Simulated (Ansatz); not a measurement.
## Computed properties of NaTl

```
Na Tl
1.0
     0.00000    3.73935    3.73935
     3.73935    0.00000    3.73935
     3.73935    3.73935    0.00000
Na Tl
2 2
Direct
  0.00000 0.00000 0.00000
  0.25000 0.25000 0.25000
  0.50000 0.50000 0.50000
  0.75000 0.75000 0.75000
```

Atoms are numbered in the order listed.

The cell is the one relaxed in the Materials Project (mp-1564), not relaxed further here; entries there can be hypothetical.

No spin–orbit coupling, which matters for the heavy atoms here.

All numbers are computed: DFT, LDA, all-electron LAPW, scalar-relativistic (Ansatz 0.2.0); DFT, LDA, PAW with Ansatz's default frozen-core files, scalar-relativistic (Ansatz 0.2.0).

For LAPW: a Γ-centred 10×10×10 k mesh, Fermi–Dirac smearing of 0.05 eV, basis error target 1 meV/atom, no spin polarisation. PAW takes a cutoff of 420 eV at this cell (files made with PBE, cores remade for this functional). The Ansatz runs share mesh, smearing and spin set-up. Values come from LAPW unless marked.

```json
{
 "Pressure at this cell": "-1.55 GPa",
 "Band gap": "none: bands cross the Fermi level, a metal",
 "Volume per atom": "26.14 Å³"
}
```

(1) Predict this quantity. Bader charges (from the PAW run).

(2) Löwdin charges (with 0.04 e of the cell spilling out of the atomic basis, so their sizes and signs hang on that basis): what does the calculation give?

(3) Density of states at the Fermi level (0.2 eV bin): what does the calculation give?

## Answers

(1) Na1 +0.71, Tl3 -0.71 e.

(2) Na1 0.70, Tl3 -0.67 e.

(3) 1.10 states/eV per cell.
